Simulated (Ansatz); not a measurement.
Below is a relaxed structure of Ga4O. The cell was found from a structure generator's guess, not taken from experiment.

Computed with DFT PBE, scalar-relativistic, plane waves, PAW in Ansatz 0.2.0. Cutoff 420 eV, Γ-centred mesh, Gaussian smearing, no spin polarisation.

```cif
data_structure
_symmetry_space_group_name_H-M 'P 1'
_symmetry_Int_Tables_number 1
_cell_length_a 6.1167
_cell_length_b 6.1167
_cell_length_c 2.7939
_cell_angle_alpha 90.000
_cell_angle_beta 90.000
_cell_angle_gamma 120.000
_cell_volume 90.53
loop_
_atom_site_label
_atom_site_type_symbol
_atom_site_fract_x
_atom_site_fract_y
_atom_site_fract_z
_atom_site_occupancy
Ga1 Ga 0.16671 0.83329 0.50000 1
Ga2 Ga 0.16671 0.33341 0.50000 1
Ga3 Ga 0.66659 0.83329 0.50000 1
Ga4 Ga 0.66667 0.33333 0.50000 1
O1 O 0.33333 0.66667 0.00000 1
```

Energies over the elements count from the elements' standard structures at the same level (O₂ as a molecule), with no fitted energy shifts.

Problem. What space group does it have?

Solution. P-6m2 (No. 187). Conventional cell: a = 6.117 Å, c = 2.794 Å. Ga on a site of symmetry mm2 is surrounded by 2 O at 2.25 Å, 2 Ga at 2.79 Å and 6 Ga at 3.06 Å; Ga on a site of symmetry -6m2 is surrounded by 2 Ga at 2.79 Å and 6 Ga at 3.06 Å; O is surrounded by 6 Ga at 2.25 Å and 2 O at 2.79 Å.

Problem. What is its formation energy per atom?

Solution. −0.22 eV/atom. It lies below the elements, which doesn't yet make it stable against other compounds or structures.

Problem. Is it a metal?

Solution. Yes, bands cross the Fermi level on the 6×6×14 mesh.

The last run used a 6×6×14 mesh (in the run's order of axes) for its 5-atom cell and Gaussian smearing of 0.10 eV. Symmetry constrained the relaxation, so the result can be a saddle point.
